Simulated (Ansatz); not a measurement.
Method: DFT PBE, scalar-relativistic, plane waves, PAW in Ansatz. All cells share a 420 eV cutoff and Γ-centred k meshes spaced at most about 0.3 Å⁻¹ (about 0.25 or finer for metals, 2π included). No spin polarisation in the final relaxations.

Temperature and zero-point effects are left out.

Compare these two cells of Na₂Yb₃P, each relaxed at this level.

A.

```yaml
crystal:
  lattice:
    - [4.47851, 0.00000, 0.00000]
    - [-2.23925, 3.87850, 0.00000]
    - [0.00000, 0.00000, 13.66120]
  atoms:
    - { symbol: Na, position: [0.33333, 0.66667, 0.86891] }
    - { symbol: Na, position: [0.33333, 0.66667, 0.13109] }
    - { symbol: Yb, position: [0.00000, 0.00000, 0.50000] }
    - { symbol: Yb, position: [0.66667, 0.33333, 0.33872] }
    - { symbol: Yb, position: [0.66667, 0.33333, 0.66128] }
    - { symbol: P, position: [0.33333, 0.66667, 0.50000] }
```

B.

```yaml
crystal:
  lattice:
    - [5.67821, 0.00000, 0.00000]
    - [-2.83911, 4.91748, 0.00000]
    - [0.00000, 0.00000, 6.16954]
  atoms:
    - { symbol: Na, position: [0.33333, 0.66667, 0.50000] }
    - { symbol: Na, position: [0.66667, 0.33333, 0.50000] }
    - { symbol: Yb, position: [0.33333, 0.66667, 0.00000] }
    - { symbol: Yb, position: [0.66667, 0.33333, 0.00000] }
    - { symbol: Yb, position: [0.00000, 0.00000, 0.50000] }
    - { symbol: P, position: [0.00000, 0.00000, 0.00000] }
```

**Question.** Which would you expect to be lower, and how large is the difference?

**Answer.** A is lower, by 184 meV/atom. A has space group P-6m2 (No. 187), 39.5 Å³/atom and no gap on its mesh; B has space group P6/mmm (No. 191), 28.7 Å³/atom and no gap. Counting Na or Yb atoms around P (for each partner element, those within 1.25 times its shortest distance or 1.15 times the sum of covalent radii, where it is the nearest in units of that sum or under 1.3), A has P 3 and B has P 8. The lower one is the more open, so pressure narrows the difference. Both come from invented guesses. A third cell relaxed alike, in P4/mmm, lies 167 meV/atom below the lower of the two.

The 4f shell of Yb is treated without a Hubbard U. Trial moments died out on the coarse mesh in P-6m2 and P6/mmm; another magnetic start might hold. Cells relaxed within their symmetry can be saddle points.
